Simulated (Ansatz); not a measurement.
WS₂:
```
WS2
1.0
    3.17236     0.00000     0.00000
   -1.58618     2.74734     0.00000
    0.00000     0.00000    33.00000
S W
2 1
Direct
  0.00000   0.00000   0.45270
  0.00000   0.00000   0.54730
  0.66667   0.33333   0.50000
```
The layer is periodic in x and y and isolated along z.

In-plane strain on the r²SCAN+D4-relaxed layer, atoms relaxed; r²SCAN+D4 in the plane-wave PAW code Ansatz. Band edges on the k-mesh, from the upper vacuum level. Strained cells keep their symmetry and size, so buckling under compression is not allowed; words on stability below refer to the unstrained layer.

```
strain x / y (%)  ΔE (meV/atom)  tension xx (N/m)  tension yy (N/m)  thickness (Å)  VBM (eV)  CBM (eV)
----------------  -------------  ----------------  ----------------  -------------  --------  --------
-4 / -4                    60.8             -9.11             -9.11           3.21     -5.77     -3.78
-2 / -2                    14.6             -4.20             -4.20           3.17     -5.84     -3.72
-1 / 0                      1.5             -1.65             -0.35           3.13     -5.91     -3.88
0 / 0                       0.0              0.00              0.00           3.12     -5.93     -3.97
1 / 0                       1.4              1.52              0.35           3.11     -5.89     -4.07
2 / 2                      13.5              3.57              3.57           3.08     -5.78     -4.34
4 / 4                      52.0              6.64              6.64           3.04     -5.66     -4.67
```

Space group P-6m2 (1H). A layer that has been made, often on a substrate. The r²SCAN+D4 relaxation kept the symmetry of its start; whether a distortion lowers the energy is not shown. The run is not spin-polarised. Scalar-relativistic: spin–orbit coupling is off unless named, which matters more the heavier the elements.

Potentials: the later of the program's two PAW sets.

Edges and masses are those of Kohn–Sham bands, whose gap is no quasiparticle gap.
